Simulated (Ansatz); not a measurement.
AlCo (CsCl type, Pm-3m) under volume change, DFT-PBEsol in the program Ansatz with PAW potentials, scaled uniformly.

| V (Å³/atom) | E − E(relaxed) (meV/atom) | P (GPa) |
|---|---|---|
| 10.230 | 64.9 | 22.32 |
| 10.567 | 27.3 | 13.67 |
| 10.904 | 6.5 | 6.30 |
| 11.241 | 0.0 | 0.01 |
| 11.579 | (withheld) | (withheld) |
| 11.916 | (withheld) | (withheld) |
| 12.253 | 47.2 | -13.88 |

Question: Complete the blanks.

Answer: 
- 11.916, E − E(relaxed) (meV/atom): 22.0
- 11.916, P (GPa): -9.96
- 11.579, E − E(relaxed) (meV/atom): 5.8
- 11.579, P (GPa): -5.37

Question: What does a third-order Birch–Murnaghan fit give for V₀, B₀ and B′?

Answer: V₀ = 11.24 Å³/atom, B₀ = 193 GPa, B′ = 4.3.

Symmetry was held in the PBEsol relaxation; of distortions, only those at the zone centre were tested. The workflow began spin-polarised and lost its moments.

Potentials: the earlier of the program's two PAW sets.
